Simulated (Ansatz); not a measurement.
Input, command and steps of an Ansatz relaxation.

```yaml
crystal:
  lattice:
    - [-1.8236663137, 1.8236663137, 4.7848670606]
    - [1.8236663137, -1.8236663137, 4.7848670606]
    - [1.8236663137, 1.8236663137, -4.7848670606]
  atoms:
    - { symbol: Be, position: [0.25, 0.75, 0.5] }
    - { symbol: Be, position: [0.75, 0.25, 0.5] }
    - { symbol: Ru, position: [0.0, 0.0, 0.0] }
    - { symbol: Au, position: [0.626, 0.626, 0.0] }
    - { symbol: Au, position: [0.374, 0.374, 0.0] }
basis:
  ecutwfc: 420
kpoints:
  mp_grid: { grid: [6, 6, 6] }
hamiltonian:
  xc: pbe
scf:
  occupations: { method: gaussian, width: 0.1 }
  lower_state_search: "off"
output:
  forces: true
  stress: true
  eigenvalues: true
relax:
  adjacent_minimum: "off"
  f_tol: 0.04
  max_steps: 70
  cell: { stress_tol: 0.4 }
```

```bash
ansatz run input.yaml --threads 1 --pin off --max-ram 2560MiB --backend cpu --events-out ev --progress --plain --runs-dir out
```

All numbers below come from DFT PBE, scalar-relativistic, plane waves, PAW (Ansatz 0.2.0).

Of 20 frames 10 are shown, positions in Å and forces in eV/Å; the SCF threshold varies from step to step. Steps run on the plane waves of an earlier cell, with a Pulay correction in the pressure. The basis is chosen afresh for the last frame, the zero of the energies, and at times for earlier ones too; energy and pressure step there, also at an unchanged geometry. Here that happened at steps 9 (-12 meV/atom, 1.4 GPa), 17 (-6 meV/atom, 0.8 GPa); the frames before carry an error of that size.

```xyz
5
Lattice="-1.8237 1.8237 4.7849 1.8237 -1.8237 4.7849 1.8237 1.8237 -4.7849" Properties=species:S:1:pos:R:3:forces:R:3 pbc="T T T" step=1 free_energy_over_end_meV_per_atom=254.05 pressure_GPa=24.96
Be    1.8237    0.0000    2.3924    0.0000    0.0000    0.0000
Be    0.0000    1.8237    2.3924    0.0000    0.0000    0.0000
Ru    0.0000    0.0000    0.0000    0.0000    0.0000    0.0000
Au    0.0000    0.0000    5.9907    0.0000    0.0000    1.2386
Au    0.0000    0.0000    3.5791    0.0000    0.0000   -1.2386
5
Lattice="-1.8496 1.8496 5.2129 1.8496 -1.8496 5.2129 1.8496 1.8496 -5.2129" Properties=species:S:1:pos:R:3:forces:R:3 pbc="T T T" step=3 free_energy_over_end_meV_per_atom=96.24 pressure_GPa=1.27
Be    1.8496    0.0000    2.6065    0.0000    0.0000    0.0000
Be    0.0000    1.8496    2.6065    0.0000    0.0000    0.0000
Ru    0.0000    0.0000    0.0000    0.0000    0.0000    0.0000
Au    0.0000    0.0000    6.5285    0.0000    0.0000   -0.6221
Au    0.0000    0.0000    3.8974    0.0000    0.0000    0.6221
5
Lattice="-1.7835 1.7835 5.6031 1.7835 -1.7835 5.6031 1.7835 1.7835 -5.6031" Properties=species:S:1:pos:R:3:forces:R:3 pbc="T T T" step=5 free_energy_over_end_meV_per_atom=53.46 pressure_GPa=-1.03
Be    1.7835    0.0000    2.8015    0.0000    0.0000    0.0000
Be    0.0000    1.7835    2.8015    0.0000    0.0000    0.0000
Ru    0.0000    0.0000    0.0000    0.0000    0.0000    0.0000
Au    0.0000    0.0000    6.9552    0.0000    0.0000   -0.2067
Au    0.0000    0.0000    4.2509    0.0000    0.0000    0.2067
5
Lattice="-1.7400 1.7400 5.7938 1.7400 -1.7400 5.7938 1.7400 1.7400 -5.7938" Properties=species:S:1:pos:R:3:forces:R:3 pbc="T T T" step=7 free_energy_over_end_meV_per_atom=46.92 pressure_GPa=-0.42
Be    1.7400    0.0000    2.8969    0.0000    0.0000    0.0000
Be    0.0000    1.7400    2.8969    0.0000    0.0000    0.0000
Ru    0.0000    0.0000    0.0000    0.0000    0.0000    0.0000
Au    0.0000    0.0000    7.1698    0.0000    0.0000    0.0167
Au    0.0000    0.0000    4.4177    0.0000    0.0000   -0.0167
5
Lattice="-1.7406 1.7406 5.7773 1.7406 -1.7406 5.7773 1.7406 1.7406 -5.7773" Properties=species:S:1:pos:R:3:forces:R:3 pbc="T T T" step=9 free_energy_over_end_meV_per_atom=35.29 pressure_GPa=1.43
Be    1.7406    0.0000    2.8886    0.0000    0.0000    0.0000
Be    0.0000    1.7406    2.8886    0.0000    0.0000    0.0000
Ru    0.0000    0.0000    0.0000    0.0000    0.0000    0.0000
Au    0.0000    0.0000    7.1505    0.0000    0.0000   -0.0007
Au    0.0000    0.0000    4.4041    0.0000    0.0000    0.0007
5
Lattice="-1.6597 1.6597 6.3507 1.6597 -1.6597 6.3507 1.6597 1.6597 -6.3507" Properties=species:S:1:pos:R:3:forces:R:3 pbc="T T T" step=12 free_energy_over_end_meV_per_atom=19.13 pressure_GPa=-0.32
Be    1.6597    0.0000    3.1753    0.0000    0.0000    0.0000
Be    0.0000    1.6597    3.1753    0.0000    0.0000    0.0000
Ru    0.0000    0.0000    0.0000    0.0000    0.0000    0.0000
Au    0.0000    0.0000    7.8903    0.0000    0.0000    0.0330
Au    0.0000    0.0000    4.8110    0.0000    0.0000   -0.0330
5
Lattice="-1.5878 1.5878 6.8195 1.5878 -1.5878 6.8195 1.5878 1.5878 -6.8195" Properties=species:S:1:pos:R:3:forces:R:3 pbc="T T T" step=14 free_energy_over_end_meV_per_atom=11.00 pressure_GPa=0.15
Be    1.5878    0.0000    3.4098    0.0000    0.0000    0.0000
Be    0.0000    1.5878    3.4098    0.0000    0.0000    0.0000
Ru    0.0000    0.0000    0.0000    0.0000    0.0000    0.0000
Au    0.0000    0.0000    8.5241    0.0000    0.0000   -0.0659
Au    0.0000    0.0000    5.1149    0.0000    0.0000    0.0659
5
Lattice="-1.5823 1.5823 6.8540 1.5823 -1.5823 6.8540 1.5823 1.5823 -6.8540" Properties=species:S:1:pos:R:3:forces:R:3 pbc="T T T" step=16 free_energy_over_end_meV_per_atom=10.89 pressure_GPa=0.12
Be    1.5823    0.0000    3.4270    0.0000    0.0000    0.0000
Be    0.0000    1.5823    3.4270    0.0000    0.0000    0.0000
Ru    0.0000    0.0000    0.0000    0.0000    0.0000    0.0000
Au    0.0000    0.0000    8.5653    0.0000    0.0000   -0.0016
Au    0.0000    0.0000    5.1426    0.0000    0.0000    0.0016
5
Lattice="-1.5672 1.5672 6.9765 1.5672 -1.5672 6.9765 1.5672 1.5672 -6.9765" Properties=species:S:1:pos:R:3:forces:R:3 pbc="T T T" step=18 free_energy_over_end_meV_per_atom=2.09 pressure_GPa=0.57
Be    1.5672    0.0000    3.4883    0.0000    0.0000    0.0000
Be    0.0000    1.5672    3.4883    0.0000    0.0000    0.0000
Ru    0.0000    0.0000    0.0000    0.0000    0.0000    0.0000
Au    0.0000    0.0000    8.7258    0.0000    0.0000    0.0230
Au    0.0000    0.0000    5.2272    0.0000    0.0000   -0.0230
5
Lattice="-1.5384 1.5384 7.2091 1.5384 -1.5384 7.2091 1.5384 1.5384 -7.2091" Properties=species:S:1:pos:R:3:forces:R:3 pbc="T T T" step=20 free_energy_over_end_meV_per_atom=0.00 pressure_GPa=0.26
Be    1.5384    0.0000    3.6045    0.0000    0.0000    0.0000
Be    0.0000    1.5384    3.6045    0.0000    0.0000    0.0000
Ru    0.0000    0.0000    0.0000    0.0000    0.0000    0.0000
Au    0.0000    0.0000    9.0378    0.0000    0.0000   -0.0303
Au    0.0000    0.0000    5.3804    0.0000    0.0000    0.0303
```

The start puts this composition into another compound's structure type, which needn't suit it. At the end the space group is I4/mmm (tolerance 0.05 Å).

The run took 85 s on 1 thread of Arm Neoverse V1 (shared host), peak memory 0.38 GiB.

The k mesh is coarse. Spin–orbit coupling is left out, which can shift energies with elements as heavy as these.